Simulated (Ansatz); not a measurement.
KF:
```xyz
2
Lattice="0.0000 2.6587 2.6587 2.6587 0.0000 2.6587 2.6587 2.6587 0.0000" Properties=species:S:1:pos:R:3 pbc="T T T"
K      0.0000     0.0000     0.0000
F      2.6587     2.6587     2.6587
```

Relaxed with r²SCAN.

Q: Give the optical modes at the zone centre with their infrared and Raman activity from DFPT, the program Ansatz at the r²SCAN level (PAW).

A: Transverse frequencies, without the LO–TO term; a row sums one degenerate level.

| ω (cm⁻¹) | degeneracy | IR ((D/Å)²/amu) | Raman (Å⁴/amu) | activity | symmetry |
|---|---|---|---|---|---|
| 194 | 3 | 6.93 | 0 | IR | T1u |

Q: How high does the top mode go among those that the LO–TO term moves?

A: 324 cm⁻¹ for q along x.

Space group Fm-3m (rock salt). The r²SCAN relaxation kept the symmetry of its start; phonons on a q-mesh show no instability.

Potentials: the later of the program's two PAW sets.
